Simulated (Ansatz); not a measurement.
# LiSn2: rattling a relaxed structure

It was reached by relaxing an invented guess, and it needn't be the stable form of this composition.

Level of theory: DFT PBE, scalar-relativistic, plane waves, PAW (Ansatz). Settings: cutoff 420 eV, Γ-centred mesh 12×12×14 on the computed 3-atom cell, Gaussian smearing of 0.10 eV; no spin polarisation.

The cell below (3 atoms, space group P6/mmm (No. 191)) is relaxed within its symmetry.

```xyz
3
Lattice="5.2341 0.0000 0.0000 -2.6171 4.5329 0.0000 0.0000 0.0000 3.1432" Properties=species:S:1:pos:R:3 pbc="T T T"
Li    0.0000    0.0000    1.5716
Sn    0.0000    3.0219    0.0000
Sn    2.6171    1.5110    0.0000
```

For the test a repeat of it with 6 atoms (edges 5.23, 5.23, 6.29 Å) was strained at random (σ = 1.5 % a component), the atoms were moved at random (σ = 0.05 Å), and all was relaxed again on a coarse 6×6×4 mesh (in the run’s order of axes) with 0.20 eV smearing, with no symmetry imposed.

Task: Is the structure stable against such a distortion?

Result: It returns, within 1 meV/atom of the unmoved cell on that mesh and with the same symmetry when read at 0.1 Å (P1 at 0.01 Å, so small strains and shifts remain). So it is stable against the distortions that fit this cell and that this random move excites. Modes that don't fit the cell aren't tested.
